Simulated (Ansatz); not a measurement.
TiSiB:
```cif
data_B4Si4Ti4
_chemical_formula_sum 'Si4 B4 Ti4'
_space_group_name_H-M_alt 'Cmcm'
_space_group_IT_number 63
_space_group_name_Hall '-C 2c 2'
_cell_length_a 3.29796
_cell_length_b 13.19973
_cell_length_c 3.05501
_cell_angle_alpha 90.000
_cell_angle_beta 90.000
_cell_angle_gamma 90.000
loop_
_atom_site_label
_atom_site_type_symbol
_atom_site_symmetry_multiplicity
_atom_site_Wyckoff_symbol
_atom_site_fract_x
_atom_site_fract_y
_atom_site_fract_z
_atom_site_occupancy
Si1 Si 4 c 0.00000 0.70186 0.25000 1
B1 B 4 c 0.00000 0.53157 0.25000 1
Ti1 Ti 4 c 0.00000 0.09390 0.75000 1
```
(The calculation used a cell of 6 atoms; values per cell refer to that cell.)

Relaxed at zero pressure with plane-wave PAW r²SCAN (Ansatz code).

The volume is lowered by 6 % and shape and atoms relax at that volume. What pressure results, and how do the axes share the change?

13.5 GPa; a -2.1 %, b -2.0 %, c -1.9 %; the energy rises by 27 meV/atom.

Give the new structure.


Space group Cmcm (No. 63); a = 3.227 Å, b = 12.931 Å, c = 2.996 Å, α = β = γ = 90.00°

```tsv
atom	site	symmetry	x	y	z
Si	4c	m2m	0.0000	0.7024	0.2500
B	4c	m2m	0.0000	0.5327	0.2500
Ti	4c	m2m	0.0000	0.0941	0.7500
```

The phase is kept; no other phase was compared at this pressure.

The start of the workflow was typed in or built on a structure type; neither database checked (COD, Materials Project) lists it. Its standing as an ambient phase is unchecked. Symmetry was held in the r²SCAN relaxation; whether a distortion lowers the energy is not shown. No spin polarisation was allowed.

Potentials: the later of the program's two PAW sets.
